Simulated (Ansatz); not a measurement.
LaTiO$_{2}$F:
```xyz
10
Lattice="4.0234 0.0000 0.0000 0.0000 4.0234 0.0000 0.0000 0.0000 7.9681" Properties=species:S:1:pos:R:3 pbc="T T T"
La     2.0117     2.0117     1.9920
Ti     0.0000     0.0000     0.0000
O      2.0117     0.0000     0.0000
O      0.0000     2.0117     0.0000
F      0.0000     0.0000     1.9920
La     2.0117     2.0117     5.9761
Ti     0.0000     0.0000     3.9841
O      2.0117     0.0000     3.9841
O      0.0000     2.0117     3.9841
F      0.0000     0.0000     5.9761
```
The run is spin-polarised; directions of the spins, atom by atom: 0 ↑ 0 0 0 0 ↓ 0 0 0.

Relaxed with r²SCAN. Special points in fractions of this cell's reciprocal vectors: Γ (0.000, 0.000, 0.000); X (0.000, 0.500, 0.000); M (0.500, 0.500, 0.000); Z (0.000, 0.000, 0.500); R (0.000, 0.500, 0.500); A (0.500, 0.500, 0.500).

Q: List the band energies nearest the Fermi level at these points for plane-wave PAW r²SCAN (Ansatz code).

A: In eV from the Fermi level; about four levels below and three above (degenerate sets whole), none deeper than 8.9 eV; points with the same levels are listed once.

```json
[
 {"k": "Γ ↑", "below": "-1.00 -0.92 -0.74 -0.05", "above": "0.58 0.72 0.72"},
 {"k": "X ↑", "below": "-5.68 -5.52 -5.51 -1.03", "above": "0.37 0.54 0.58"},
 {"k": "M ↑", "below": "-5.70 -5.70 -4.45 -4.37", "above": "0.20 0.47 0.47"},
 {"k": "Z ↑", "below": "-0.94 -0.94 -0.16 -0.13 -0.07", "above": "0.22 0.22 0.65 0.65"},
 {"k": "R ↑", "below": "-5.90 -5.62 -5.59 -0.93", "above": "0.20 0.44 0.55"},
 {"k": "A ↑", "below": "-6.30 -6.30 -4.44 -4.39", "above": "0.37 0.42 0.42"}
]
```

Space group P4/mmm. The start of the workflow was typed in or built on a structure type; neither database checked (COD, Materials Project) lists it. Its standing as an ambient phase is unchecked. The cell was relaxed with r²SCAN under the symmetry of its start, as lowered by the spin order; whether a distortion lowers the energy is not shown. Magnetic state: antiferromagnetic, chosen from 3 collinear starts compared on coarse meshes (ties went to the first, and starts can fall back to one state), not a proven ground state. Other orbital occupations within this spin state were not tried. No Hubbard U is applied. The compound may be a true metal, but semilocal functionals without U, or a wrong spin order, can also close a gap. Point labels and valley counts follow the cell and symmetry of the run, lower than the named group. Spin–orbit coupling is left out wherever it is not named.

Potentials: the earlier of the program's two PAW sets. The files were generated under PBE; for other functionals the program regenerates the frozen cores, and for LDA and PBEsol the local potential too.
